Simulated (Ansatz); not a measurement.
MnF$_{2}$:
```
MnF2
1.0
    3.49044    -3.49044     0.00000
    3.49044     3.49044     0.00000
    0.00000     0.00000     3.32088
Mn F
2 4
Direct
  0.00000   0.00000   0.00000
  0.50000   0.50000   0.50000
  0.30349   0.69651   0.00000
  0.80349   0.80349   0.50000
  0.69651   0.30349   0.00000
  0.19651   0.19651   0.50000
```
Starting moments (μB, in the order of the atoms Mn Mn F F F F): 4.7 -4.7 0.0 0.0 0.0 0.0.

Relaxed with PBE.

Task: Give the optical modes at the zone centre with their infrared activity from DFPT, DFT-PBE in the program Ansatz with PAW potentials.

Result: Transverse frequencies, without the LO–TO term; a row sums one degenerate level.

| ω (cm⁻¹) | degeneracy | IR ((D/Å)²/amu) | activity |
|---|---|---|---|
| 67 | 1 | 0.00 | IR-inactive |
| 112 | 1 | 0.00 | IR-inactive |
| 151 | 1 | 3.66 | IR |
| 151 | 1 | 3.66 | IR |
| 202 | 1 | 0.00 | IR-inactive |
| 202 | 1 | 0.00 | IR-inactive |
| 215 | 1 | 0.00 | IR-inactive |
| 239 | 1 | 0.41 | IR |
| 239 | 1 | 0.41 | IR |
| 239 | 1 | 14.37 | IR |
| 284 | 1 | 0.00 | IR-inactive |
| 285 | 1 | 0.00 | IR-inactive |
| 320 | 1 | 8.56 | IR |
| 320 | 1 | 8.56 | IR |
| 436 | 1 | 0.00 | IR-inactive |

Task: How high does the top mode go among those that the LO–TO term moves?

Result: 450 cm⁻¹ for q along x, 450 cm⁻¹ for q along y, 436 cm⁻¹ for q along z.

Space group P4_2/mnm (rutile). Symmetry was held in the PBE relaxation, as lowered by the spin order; of distortions, only those at the zone centre were tested. The final state is antiferromagnetic, chosen from 5 collinear starts compared on coarse meshes (ties went to the first, and starts can fall back to one state), not a proven ground state. No Hubbard U is applied.

Potentials: the later of the program's two PAW sets.
